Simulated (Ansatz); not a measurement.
LiNbO3:
```
LiNbO3
1.0
    2.56709     1.48211     4.60885
   -2.56709     1.48211     4.60885
    0.00000    -2.96422     4.60885
Li Nb O
2 2 6
Cartesian
  0.00000   0.00000   9.94442
  0.00000   0.00000   3.03114
  0.00000   0.00000   0.02215
  0.00000   0.00000   6.93543
 -0.64349   1.43452   8.35158
  1.56408  -0.15998   8.35158
 -0.92058  -1.27454   8.35158
 -1.64650   0.20757   6.04715
  0.64349  -1.52970   6.04715
  1.00301   1.32213   6.04715
```

Relaxed with PBEsol. Special points in fractions of this cell's reciprocal vectors: Γ (0.000, 0.000, 0.000); T (0.500, 0.500, 0.500); H2 (0.764, 0.236, 0.500); H0 (0.500, -0.236, 0.236); L (0.500, 0.000, 0.000); S0 (0.368, -0.368, 0.000); S2 (0.632, 0.000, 0.368); F (0.500, 0.000, 0.500).

Problem. List the band energies nearest the valence-band maximum at these points for plane-wave PAW PBEsol with spin–orbit coupling (Ansatz code).

Solution. In eV from the valence-band maximum; about four levels below and three above (degenerate sets whole), none deeper than 8.9 eV; points with the same levels are listed once.

```csv
k,below,above
Γ,-0.03 -0.03 -0.02 -0.02,3.49 3.49 3.52 3.52
T,-0.32 -0.32 -0.31 -0.31,4.61 4.61 4.61 4.61
H2,-0.29 -0.29 -0.27 -0.27,3.83 3.83 3.90 3.90
L,-0.23 -0.23 -0.22 -0.22,3.86 3.86 3.89 3.89
S0,-0.43 -0.40 -0.12 -0.12,3.48 3.53 4.03
F,-0.47 -0.47 -0.22 -0.22,3.59 3.59 4.10 4.10
```

Space group R3c. The cell was relaxed with PBEsol under the symmetry of its start. No spin polarisation was allowed.

Potentials: the later of the program's two PAW sets.
